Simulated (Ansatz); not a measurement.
Y:
Space group P6₃/mmc (No. 194); a = b = 3.5433 Å, c = 5.5045 Å, α = β = 90.00°, γ = 120.00°

```csv
atom,site,symmetry,x,y,z
Y,2d,-6m2,0.6667,0.3333,0.2500
```

Relaxed with DFT-LDA in the program Ansatz with PAW potentials. Indices refer to the conventional cell of P6_3/mmc, a = 3.5433 Å, b = 3.5433 Å, c = 5.5045 Å, α = 90.00°, β = 90.00°, γ = 120.00°.

Simulate the powder diffraction pattern (neutron, λ = 1.5401 Å; lines above 1 %) up to 2θ = 90°.

Simulated powder pattern, neutron, λ = 1.5401 Å (kinematic, ideal powder, no thermal factors, coherent scattering alone; the 30 strongest lines at most, above 1 %, up to 2θ = 90°):

| 2θ (°) | d (Å) | I/Imax (%) | hkl |
|---|---|---|---|
| 29.07 | 3.069 | 22 | (1 0 -1 0) |
| 32.50 | 2.752 | 23 | (0002) |
| 33.39 | 2.680 | 100 | (1 0 -1 1) |
| 44.15 | 2.049 | 20 | (1 0 -1 2) |
| 51.53 | 1.772 | 31 | (1 1 -2 0) |
| 58.55 | 1.575 | 38 | (1 0 -1 3) |
| 60.25 | 1.534 | 6.0 | (2 0 -2 0) |
| 62.25 | 1.490 | 46 | (1 1 -2 2) |
| 62.80 | 1.478 | 34 | (2 0 -2 1) |
| 68.05 | 1.376 | 6.8 | (0004) |
| 70.15 | 1.340 | 9.8 | (2 0 -2 2) |
| 75.65 | 1.256 | 8.9 | (1 0 -1 4) |
| 81.72 | 1.177 | 24 | (2 0 -2 3) |
| 83.20 | 1.160 | 8.0 | (2 1 -3 0) |
| 85.46 | 1.135 | 47 | (2 1 -3 1) |

Symmetry was held in the LDA relaxation. No spin polarisation was allowed. Axis ratios of metals converge slowly with the k-mesh, so a and c are less sure than the volume.

Potentials: the later of the program's two PAW sets.
